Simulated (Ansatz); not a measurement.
SiC (zinc blende), relaxed with HSE06 (Ansatz, an electronic-structure program, plane waves, PAW): a = 4.3493 Å, b = 4.3493 Å, c = 4.3493 Å, α = 90.00°, β = 90.00°, γ = 90.00°.

```
Item                  Result
--------------------  ------
gap (eV)                2.22
B₀ by P(V) fit (GPa)     233
```

Task: The same phase is relaxed and computed with PBE in the same code. What are the cell and these values now?

Result: a = 4.3797 Å, b = 4.3797 Å, c = 4.3797 Å, α = 90.00°, β = 90.00°, γ = 90.00°.

- gap (eV) = 1.37
- B₀ by P(V) fit (GPa) = 213

All cells were relaxed under the symmetry of their starts (and spin orders); stability against distortions was not tested throughout.

Potentials: the earlier of the program's two PAW sets.

Ansatz is a plane-wave DFT program.
